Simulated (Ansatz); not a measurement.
**TlBi2: do energies and stresses tell the same story?**

Theory: DFT PBEsol, scalar-relativistic, plane waves, PAW (Ansatz 0.2.0).

Cutoff 420 eV; k points 12×12×12 on the computed 3-atom cell (Γ-centred); Gaussian smearing, width 0.10 eV; no spin polarisation.

Relaxed cell: P6/mmm, a = 5.626 Å, b = 5.626 Å, c = 3.344 Å, α = 90.00°, β = 90.00°, γ = 120.00°, 3 atoms in the primitive cell. Whether it is the stable form of this composition wasn't checked.

Energies at zero smearing and pressures from the stress tensor, at volumes with shape and atoms relaxed:
```csv
V (Å³/atom),E − E(first) (meV/atom),P (GPa)
26.890,0.00,8.39
27.807,-39.94,5.69
28.723,-65.75,3.43
29.640,-79.74,1.55
30.557,-83.89,-0.03
31.473,-79.74,-1.35
32.390,-68.68,-2.44
33.612,-45.19,-3.62
```

Check P = −dE/dV between neighbouring volumes, and get the bulk modulus from the pressures alone.

With 1 eV/Å³ = 160.2 GPa:
| middle V (Å³/atom) | −ΔE/ΔV (GPa) | mean P (GPa) |
| --- | --- | --- |
| 27.348 | 6.980 | 7.037 |
| 28.265 | 4.511 | 4.559 |
| 29.182 | 2.446 | 2.491 |
| 30.098 | 0.724 | 0.761 |
| 31.015 | -0.725 | -0.687 |
| 31.932 | -1.933 | -1.895 |
| 33.001 | -3.079 | -3.033 |

The two differ by 0.06 GPa at most. The mean of two end pressures misses the average over a step by about ΔV² P″/12, up to 0.04 GPa here; with that taken off 0.02 GPa remains. Around V = 30.557 Å³/atom, the two neighbours give B = −V ΔP/ΔV = 30.557 × 2.90 / 1.833 = 48.3 GPa, against B0 = 48.2 GPa from the Birch–Murnaghan fit of the energies.

Spin–orbit coupling is left out, which can shift energies with elements as heavy as these.